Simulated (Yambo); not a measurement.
Yambo run on Rb2LiYF6 (space group Fm-3m, No. 225). The wavefunctions are PBEsol (pw.x of Quantum ESPRESSO, ONCV potentials, scalar-relativistic) ones on a 2×2×2 mesh (37 occupied bands); a = b = c = 6.1612 Å, α = β = γ = 60.00°.

Yambo input:

```
rim_cut
gw0
dyson
el_el_corr
HF_and_locXC
cohsex
em1s
RandQpts= 1000000
RandGvec= 1 Ry
EXXRLvcs= 84 Ry
VXCRLvcs= 336 Ry
Chimod= "HARTREE"
% BndsRnXs
 2 | 312 |
%
NGsBlkXs= 8 Ry
% LongDrXs
 1.0 | 1.0 | 1.0 |
%
ExtendOut
% QPkrange
 1 | 1 | 37 | 38 |
%
```

k points by index: 1 = Γ.

Resulting energies as the program prints them:

```
#    K-point    Band    Eo [eV]    E [eV]    E-Eo [eV]    Vxc [eV]    Vnlxc [eV]    Sc|Eo [eV]    Re(Z)    Im(Z)
#
    1    37    0.000000    -4.303675    -4.303675    -22.21621    -29.97338    3.453498    1.000000    0.000000
    1    38    6.738976    7.244831    0.505855    -9.021566    -4.576798    -3.938913    1.000000    0.000000
```
(The two width columns are left out.) Convergence of these settings isn't established.

Geometry of the Materials Project entry, not relaxed at this level.

The structure is a Materials Project entry; no match was found in the copy of COD used, and its stability was not checked.
